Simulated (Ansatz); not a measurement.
Space group Im-3m (No. 229). a = 6.229 Å, b = 6.229 Å, c = 6.229 Å, α = 90.00°, β = 90.00°, γ = 90.00°
```csv
atom,site,symmetry,x,y,z
Hg,8c,.-3m,0.2500,0.2500,0.2500
Pt,2a,m-3m,0.0000,0.0000,0.0000
```

Equation of state of this Hg4Pt structure (not necessarily the ground state), with shape and atoms relaxed at each volume where symmetry leaves them free. It has no gap at any of these volumes. The calculation used DFT PBEsol, scalar-relativistic, plane waves, PAW (Ansatz).

Settings: cutoff 420 eV, Γ-centred mesh 8×8×8 on the computed 5-atom cell, Gaussian smearing of 0.10 eV; no spin polarisation.

| V (Å³/atom) | E − E(largest V) (meV/atom) | P (GPa) |
| --- | --- | --- |
| 22.717 | 5.96 | 6.06 |
| 23.442 | -13.64 | 2.72 |
| 24.167 | -19.54 | -0.01 |
| 24.892 | -14.30 | -2.23 |
| 25.617 | 0.00 | -4.02 |

Task: Fit a third-order Birch–Murnaghan equation to E(V).

Result: V0 = 24.16 Å³/atom, B0 = 82 GPa, B0' = 5.9.

Spin-orbit coupling is left out, which matters for the bands of heavy elements.

Cost: 5 runs of about 1.5 core-minutes in all, on Arm Neoverse V2 (shared hosts).